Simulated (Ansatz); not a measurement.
# HfC, one cell by several methods

```
Hf C
1.0
     0.00000    2.39475    2.32500
     2.39475    0.00000    2.32500
     2.39475    2.39475    0.00000
Hf C
1 1
Cartesian
  2.3948 2.3948 2.3250
  0.0000 0.0000 0.0000
```

Atoms are numbered in the order listed.

The geometry is COD entry 1539502, unchecked; take it as a test cell. The listed cell was then made from it by scaling, straining or moving an atom.

No spin–orbit coupling, which matters for the heavy atoms here.

Levels of theory: DFT, PBEsol, PAW with Ansatz's default frozen-core files, scalar-relativistic (Ansatz 0.2.0); DFT, PBEsol, all-electron PAW with datasets made for the crystal, scalar-relativistic (Ansatz 0.2.0); DFT, PBEsol, all-electron LAPW, scalar-relativistic (Ansatz 0.2.0).

For PAW: a Γ-centred 15×15×15 k mesh, Fermi–Dirac smearing of 0.05 eV, cutoff 420 eV, no spin polarisation; the PAW files were made with PBE, and the program remakes their frozen cores for this functional. The crystal-made all-electron datasets (AE datasets) take a cutoff of 400 eV at this cell. LAPW targets a basis error of 1 meV/atom. The Ansatz runs share mesh, smearing and spin set-up. Plane-wave (PAW) pressures include the program's estimate of the Pulay term.

Stress and pressure are positive in compression.

The change that made this cell: equal xx and yy strain of +3 %.

Spin–orbit coupling is left out, which moves gradients at and beside heavy atoms by some per cent and at worst by a factor of two.

In a metal, gradients converge slowly with the k mesh: the values move by tens of per cent from one mesh to another, at times in sign, so only the comparison on one mesh counts.

| quantity | PAW | AE datasets | LAPW |
| --- | --- | --- | --- |
| pressure (GPa) | -17.83 | -17.78 | -17.78 |
| stress xx (GPa) | -20.81 | -20.76 | -20.76 |
| stress zz (GPa) | -11.86 | -11.84 | -11.83 |
| field gradient Vzz at Hf1 (10²¹ V/m²) | -10.72 | -10.74 | – |
